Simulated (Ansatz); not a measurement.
Input:

AgRhO$_{2}$:
```cif
data_AgO2Rh
_chemical_formula_sum 'Ag1 Rh1 O2'
_space_group_name_H-M_alt 'P 1'
_space_group_IT_number 1
_cell_length_a 6.43791
_cell_length_b 6.43791
_cell_length_c 6.43791
_cell_angle_alpha 27.437
_cell_angle_beta 27.437
_cell_angle_gamma 27.437
loop_
_space_group_symop_operation_xyz
  'x, y, z'
loop_
_atom_site_label
_atom_site_type_symbol
_atom_site_fract_x
_atom_site_fract_y
_atom_site_fract_z
_atom_site_occupancy
Ag1 Ag 0.00000 0.00000 0.00000 1
Rh1 Rh 0.50000 0.50000 0.50000 1
O1 O 0.88723 0.88723 0.88723 1
O2 O 0.11277 0.11277 0.11277 1
```

This is the PBEsol-relaxed structure.

Task: All from the program Ansatz at the PBEsol level (PAW), unless another level is named. Predict the band gap.

Result: 0.41 eV (indirect).

Task: Give the smallest direct gap on the standard path.

Result: 0.68 eV.

Task: Give the HSE06 gap on the PBEsol cell.

Result: 2.12 eV.

Task: And the gap with spin–orbit coupling?

Result: 0.42 eV (the band order may be inverted).

Task: Predict the formation energy from the elements (no fitted shifts).

Result: -0.55 eV/atom.

Space group R-3m. The first step of the workflow began from a Materials Project structure, measured or hypothetical; the Crystallography Open Database copy checked does not list it. Whether it is the stable phase at ambient conditions was not checked. The PBEsol relaxation kept the symmetry of its start; its stability against distortions is not shown here. The run is not spin-polarised. The references are the lowest solids computed at this level, not always the standard phases (solids in place of the gases). Spin–orbit coupling is left out wherever it is not named.

Potentials: the later of the program's two PAW sets.
